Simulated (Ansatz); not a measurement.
Computed with Ansatz, DFT PBE, scalar-relativistic, plane waves, PAW. All cells share a 420 eV cutoff and Γ-centred k meshes spaced at most about 0.3 Å⁻¹ (about 0.25 or finer for metals, 2π included). Collinear spin in cells that started with moments and kept them past the coarse steps, no spin elsewhere.

All energies are static (0 K, no zero-point motion).

Compare these two cells of FeNi2, each relaxed at this level.

A. (site moments Fe 2.8; Ni 0.8 (×2) μB)

```cif
data_structure
_symmetry_space_group_name_H-M 'P4/mmm'
_symmetry_Int_Tables_number 123
_cell_length_a 3.8580
_cell_length_b 3.8580
_cell_length_c 2.7308
_cell_angle_alpha 90.000
_cell_angle_beta 90.000
_cell_angle_gamma 90.000
_cell_volume 40.65
loop_
_atom_site_label
_atom_site_type_symbol
_atom_site_symmetry_multiplicity
_atom_site_Wyckoff_symbol
_atom_site_fract_x
_atom_site_fract_y
_atom_site_fract_z
_atom_site_occupancy
Fe1 Fe 1 d 0.50000 0.50000 0.50000 1
Ni1 Ni 2 f 0.00000 0.50000 0.00000 1
```

B. (site moments Fe 3.0 (×2); Ni 0.7 (×4) μB)

```cif
data_structure
_symmetry_space_group_name_H-M 'Fd-3m:1'
_symmetry_Int_Tables_number 227
_cell_length_a 6.5559
_cell_length_b 6.5559
_cell_length_c 6.5559
_cell_angle_alpha 90.000
_cell_angle_beta 90.000
_cell_angle_gamma 90.000
_cell_volume 281.78
loop_
_atom_site_label
_atom_site_type_symbol
_atom_site_symmetry_multiplicity
_atom_site_Wyckoff_symbol
_atom_site_fract_x
_atom_site_fract_y
_atom_site_fract_z
_atom_site_occupancy
Fe1 Fe 8 a 0.25000 0.25000 0.25000 1
Ni1 Ni 16 d 0.37500 0.87500 0.12500 1
```

Problem. Which would you expect to be lower, and how large is the difference?

Solution. B is lower, by 0.33 eV/atom. A has space group P4/mmm (No. 123), 13.5 Å³/atom and no gap on its mesh; B has the cubic Laves (C15) type, space group Fd-3m (No. 227), 11.7 Å³/atom and no gap. Counting all near atoms (those within 1.25 times the shortest distance at each site; a plus sign parts nearer from farther groups), A has Fe 8+2, Ni 4+6 and B has Fe 16, Ni 6+6. The denser one is the lower, and pressure would at first widen the difference. Even the lower one lies +0.11 eV/atom against the reference forms of the elements (uncorrected), so neither is stable at this level. Origin: A was invented; B is a Materials Project cell, relaxed.

Another magnetic order may lie lower. Cells relaxed within their symmetry can be saddle points.
